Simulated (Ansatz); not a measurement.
# EuSb in the zincblende structure

Method: PBEsol, scalar-relativistic; collinear spin; PAW, 420 eV, Γ-centred 8×8×8 mesh, 0.05 eV Gaussian smearing; code Ansatz. The datasets are Ansatz's generated set soft_2.

```yaml
crystal:
  lattice:
    - [0.00000, 3.56013, 3.56013]
    - [3.56013, 0.00000, 3.56013]
    - [3.56013, 3.56013, 0.00000]
  atoms:
    - { symbol: Eu, position: [0.00000, 0.00000, 0.00000] }
    - { symbol: Sb, position: [0.25000, 0.25000, 0.25000] }
```

This is a trial structure: such lanthanide and actinide compounds mostly take the rock-salt structure.

Magnetic state: ferromagnetic, site spin moments Eu 6.53; Sb -0.33 μB.

The cell is relaxed to zero pressure at this level.

The cell has space group F-43m (read at 0.01 Å). In it the stress is 0.00, 0.00, 0.00, 0.00, 0.00, 0.00 GPa and the largest force component 0.000 eV/Å. Each change below starts from this cell, without further relaxation. Stress is in GPa, positive in compression, in the order xx, yy, zz, yz, xz, xy; energies are counted from the cell above and are free energies with the smearing's entropy, which match forces and stress in a metal.

**Question.** What happens when atom 1 (Eu) is moved by 0.05 Å along y?

**Answer.** The energy changes by 4.4 meV per cell, and the force on it along the shift is -0.176 eV/Å (−F/u = 3.53 eV/Å²). Stress: 0.04, 0.00, 0.04, 0.00, 0.65, 0.00.
| atom | Fx (eV/Å) | Fy | Fz |
| --- | --- | --- | --- |
| Eu1 | 0.000 | -0.176 | 0.000 |
| Sb2 | 0.000 | 0.176 | 0.000 |
In a harmonic crystal the energy would rise by −½F·u = ½ × 3.53 × 0.05² eV = 4.4 meV, which matches.

**Question.** What stress follows from an engineering strain of -1 % in yz, atoms carried along?

**Answer.** 0.01, 0.01, 0.01, 0.20, 0.00, 0.00 GPa; the energy changes by 0.6 meV per cell.
| atom | Fx (eV/Å) | Fy | Fz |
| --- | --- | --- | --- |
| Eu1 | -0.073 | 0.000 | 0.000 |
| Sb2 | 0.073 | 0.000 | 0.000 |
The change of the stress over the strain gives a clamped-atom stiffness of about 19.6 GPa for this component.

Without a U the 4f levels of Eu lie too near the Fermi level, so their share of the states there, and what hangs on it, is overstated. Scalar-relativistic only: spin–orbit splittings of the heavy atoms' levels are missing. Site moments are of spin, integrated over atomic spheres. For an f⁶ shell, the formal count of Eu here, Hund's rules give L = S = 3 and J = 0, a non-magnetic ion. Spin-polarised DFT, with or without U, favours a large spin moment instead, a known failure, so moments and magnetic energies here aren't predictions. Only parallel moments were tried, so the real magnetic order may be another.
